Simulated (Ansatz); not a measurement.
## WS₂: from a starting cell to a relaxed one

The start is a relaxed WS2 cell, doubled along one cell vector, shaken by Gaussian noise of σ = 0.08 Å a coordinate. Cell shape, volume and atoms are optimised at zero target pressure with PBE (plane waves to 420 eV, PAW, scalar-relativistic; Ansatz, a first-principles code). The first steps use a coarse 7×7×4 k-mesh.

The start:
```
CELL_PARAMETERS angstrom
      0.00000     2.96907     2.96907
      2.96907     0.00000     2.96907
      5.93814     5.93814     0.00000
ATOMIC_POSITIONS crystal
  W  0.00504 0.00126 0.99665
  W  0.99841 0.99842 0.50096
  S  0.25757 0.24619 0.12096
  S  0.24435 0.26150 0.63756
  S  0.72242 0.76052 0.37663
  S  0.73581 0.78024 0.87733
```
Spin-polarised start, with parallel moments on W.

What is the largest force in the starting geometry, and on which atom (counted from 1)?

About 0.9 eV/Å, on S4 (atoms numbered as listed).

How much energy is released per atom?

0.03 eV/atom.

Is the parent structure recovered?

It relaxes back to the parent, Fm-3m (No. 225).

How do the shortest distances between atoms change?

The closest pairs of elements (up to four, under 3.6 Å), start → end: S–W 2.46 → 2.57 Å; S–S 2.83 → 2.97 Å.

What magnetic moments remain?

Net 0.62 μB/atom, ferromagnetic.

The end point of the relaxation:

```cif
data_S8W4
_chemical_formula_sum 'W4 S8'
_space_group_name_H-M_alt 'Fm-3m'
_space_group_IT_number 225
_space_group_name_Hall '-F 4 2 3'
_cell_length_a 5.93819
_cell_length_b 5.93819
_cell_length_c 5.93819
_cell_angle_alpha 90.000
_cell_angle_beta 90.000
_cell_angle_gamma 90.000
loop_
_atom_site_label
_atom_site_type_symbol
_atom_site_symmetry_multiplicity
_atom_site_Wyckoff_symbol
_atom_site_fract_x
_atom_site_fract_y
_atom_site_fract_z
_atom_site_occupancy
W1 W 4 a 0.00000 0.00000 0.00000 1
S1 S 8 c 0.25000 0.25000 0.25000 1
```
(The calculation used a cell of 3 atoms; values per cell refer to that cell.)

Final values are on a 14×14×14 k-mesh of the relaxed cell. Spin state reached: ferromagnetic (net 0.62 μB/atom), from parallel starting moments; other spin orders were not run from this start.

The relaxed structure here is a generated cell of WS2: the first start was made by placing the elements on the sites of a structure type, and the end was not matched to a known phase here, so it may be hypothetical. Known forms of WS2 include space group No. 194.
